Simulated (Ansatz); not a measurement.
LaBiS2O:
```
CELL_PARAMETERS angstrom
      4.03183     0.00000     0.00000
      0.00000     4.03183     0.00000
      0.00000     0.00000    14.02545
ATOMIC_POSITIONS crystal
  La 0.50000 0.00000 0.58919
  La 0.00000 0.50000 0.41081
  Bi 0.00000 0.50000 0.86920
  Bi 0.50000 0.00000 0.13080
  S  0.50000 0.00000 0.89031
  S  0.00000 0.50000 0.10969
  S  0.00000 0.50000 0.69178
  S  0.50000 0.00000 0.30822
  O  0.00000 0.00000 0.50000
  O  0.50000 0.50000 0.50000
```

Relaxed with r²SCAN+D4. Special points in fractions of this cell's reciprocal vectors: Γ (0.000, 0.000, 0.000); X (0.000, 0.500, 0.000); M (0.500, 0.500, 0.000); Z (0.000, 0.000, 0.500); R (0.000, 0.500, 0.500); A (0.500, 0.500, 0.500).

List the band energies nearest the valence-band maximum at these points for DFT-r²SCAN+D4 with spin–orbit coupling in the program Ansatz with PAW potentials.

In eV from the valence-band maximum; about four levels below and three above (degenerate sets whole), none deeper than 8.9 eV; points with the same levels are listed once.

```csv
k,below,above
Γ,-0.39 -0.39 -0.27 -0.27,3.27 3.27 3.48 3.48
X,-0.09 -0.09 -0.09 -0.09,0.57 0.57 0.57 0.57
M,-1.04 -1.04 -1.04 -1.04,3.65 3.65 3.65 3.65
Z,-0.40 -0.40 -0.28 -0.28,3.15 3.15 3.45 3.45
A,-1.14 -1.14 -1.14 -1.14,3.63 3.63 3.63 3.63
```

Space group P4/nmm. The workflow started from a Materials Project entry (that database holds measured and hypothetical structures alike); the Crystallography Open Database copy checked does not list it. Whether it is the stable phase at ambient conditions was not checked. The r²SCAN+D4 relaxation kept the symmetry of its start. At this level the phase is dynamically unstable (imaginary phonons).

Potentials: the earlier of the program's two PAW sets.
